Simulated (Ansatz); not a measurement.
SiO2:
```cif
data_O8Si4
_chemical_formula_sum 'Si4 O8'
_space_group_name_H-M_alt 'P 1'
_space_group_IT_number 1
_cell_length_a 4.94523
_cell_length_b 4.94523
_cell_length_c 6.87213
_cell_angle_alpha 90.000
_cell_angle_beta 90.000
_cell_angle_gamma 90.000
loop_
_space_group_symop_operation_xyz
  'x, y, z'
loop_
_atom_site_label
_atom_site_type_symbol
_atom_site_fract_x
_atom_site_fract_y
_atom_site_fract_z
_atom_site_occupancy
Si1 Si 0.30422 0.30422 0.00000 1
Si2 Si 0.19578 0.80422 0.25000 1
Si3 Si 0.69578 0.69578 0.50000 1
Si4 Si 0.80422 0.19578 0.75000 1
O1 O 0.23737 0.11301 0.18318 1
O2 O 0.38699 0.73737 0.43318 1
O3 O 0.76263 0.88699 0.68318 1
O4 O 0.61301 0.26263 0.93318 1
O5 O 0.73737 0.38699 0.56682 1
O6 O 0.88699 0.76263 0.31682 1
O7 O 0.26263 0.61301 0.06682 1
O8 O 0.11301 0.23737 0.81682 1
```

This is the LDA-relaxed structure.

Problem. All from the program Ansatz at the LDA level (PAW), unless another level is named. Estimate the hole effective mass.

Solution. 1.7, 2.0, 2.0 mₑ (principal values).

Problem. Next, the formation energy from the elements (no fitted shifts)?

Solution. -2.92 eV/atom.

Problem. Next, the electron effective mass?

Solution. 0.54 mₑ (isotropic).

Problem. And the valence-band maximum?

Solution. at Γ.

Problem. Next, the weight of the valence-edge state by species (Voronoi cells)?

Solution. O 98 %, Si 2 %.

Space group P4_12_12. The LDA relaxation kept the symmetry of its start; phonons on a q-mesh show no instability. The references are the lowest solids computed at this level, not always the standard phases (solids in place of the gases).

Potentials: the later of the program's two PAW sets.

Edges and masses are those of Kohn–Sham bands, whose gap is no quasiparticle gap.
